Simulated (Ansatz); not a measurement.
TaAs:
Space group I4₁md (No. 109); a = 3.4051 Å, b = 3.4051 Å, c = 11.5088 Å, α = 90.00°, β = 90.00°, γ = 90.00°

| atom | site | symmetry | x | y | z |
|---|---|---|---|---|---|
| Ta | 4a | 2mm. | 0.0000 | 0.0000 | 0.7490 |
| As | 4a | 2mm. | 0.0000 | 0.0000 | 0.1670 |
(The calculation used a cell of 4 atoms; values per cell refer to that cell.)

Relaxed at zero pressure with the program Ansatz at the LDA level (PAW).

Task: The volume is lowered by 9 % and shape and atoms relax at that volume. What pressure results, and how do the axes share the change?

Result: 22.8 GPa; a -2.5 %, b -2.5 %, c -4.3 %; the energy rises by 98 meV/atom.

Task: Give the new structure.

Result: 
Space group I4₁md (No. 109); a = b = 3.320 Å, c = 11.016 Å, α = β = γ = 90.00°

```json
[
 {"atom": "Ta", "site": "4a", "symmetry": "2mm.", "x": "0.0000", "y": "0.0000", "z": "0.7482"},
 {"atom": "As", "site": "4a", "symmetry": "2mm.", "x": "0.0000", "y": "0.0000", "z": "0.1678"}
]
```

The phase is kept; no other phase was compared at this pressure.

Space group I4_1md. Symmetry was held in the LDA relaxation; of distortions, only those at the zone centre were tested. The run is not spin-polarised. Scalar-relativistic: spin–orbit coupling is off unless named, which matters more the heavier the elements.

Potentials: the later of the program's two PAW sets.
